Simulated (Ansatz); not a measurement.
TiSb$_{2}$ (I4/mcm): electronic heat capacity and spin susceptibility from the density of states

These are results of DFT PBEsol, scalar-relativistic, plane waves, PAW (Ansatz 0.2.0), not measurements.

Settings: cutoff 420 eV, Γ-centred mesh 8×8×8 on the computed 6-atom cell, Gaussian smearing of 0.10 eV; no spin polarisation.

Relaxed cell: I4/mcm, a = 6.635 Å, b = 6.635 Å, c = 5.714 Å, α = 90.00°, β = 90.00°, γ = 90.00°, 6 atoms in the primitive cell.

The density of states at the Fermi level is 1.109 states/eV in the cell of 6 atoms (2 formula units; both spins, tetrahedra on a 12×12×12 mesh).

Problem. What Sommerfeld coefficient and Pauli susceptibility does this give?

Solution. Per formula unit N(E_F) = 0.555 states/eV. γ = (π²/3) k_B² N(E_F) N_A = 2.357 mJ/(mol K²) per state/eV, so γ = 1.3 mJ/(mol K²), a mole of formula units. χ_P = μ_B² N(E_F) N_A = 3.23×10⁻⁵ emu/mol per state/eV gives 1.8×10⁻⁵ emu/mol. This is the bare band result: a measured γ of the same phase is as a rule larger by a factor 1 + λ from phonons and spin fluctuations, the spin part of χ is larger by the Stoner factor, and a measured χ also holds orbital and core terms. N(E_F) at one energy is sensitive to the mesh where the density of states has sharp peaks.

Spin-orbit coupling is left out, which matters for the bands of heavy elements.

Cost: 1 run of about 2.7 core-minutes, on Arm Neoverse V1 (shared hosts).